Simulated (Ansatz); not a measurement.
Relaxed ZrHg (space group P4/mmm):

```yaml
crystal:
  lattice:
    - [3.14769, 0.00000, 0.00000]
    - [0.00000, 3.14769, 0.00000]
    - [0.00000, 0.00000, 4.27044]
  atoms:
    - { symbol: Zr, position: [0.50000, 0.50000, 0.50000] }
    - { symbol: Hg, position: [0.00000, 0.00000, 0.00000] }
```

These are r2SCAN (plane waves to 500 eV, PAW, scalar-relativistic; Ansatz, a program for electronic structure) values and carry that method's errors. k mesh 12×12×9 (Γ-centred), Fermi-Dirac smearing 0.05 eV. With partly filled bands, energies and forces of such displacements shift with the k mesh and the smearing. Spin-orbit coupling is left out, though Hg is heavy. ZrHg is run without spin polarisation. ZrHg was relaxed with its symmetry unable to fall.

One atom of the cell was then moved (with its periodic images), all else fixed, and the forces (eV/Å) came out as:

| atom | Fx | Fy | Fz |
|---|---|---|---|
| Zr1 | -0.870 | 0.000 | 0.000 |
| Hg2 | 0.870 | 0.000 | 0.000 |

With two atoms only their relative shift counts; take Hg2 as fixed.

Question: Which atom was moved, and by which vector (Å)?

Answer: Zr1, by (0.31, 0.00, 0.00), 0.31 Å in all.

(For displaced atoms, the force is minus the slope of the energy, and its curvature is a force constant, which sets phonon frequencies.)
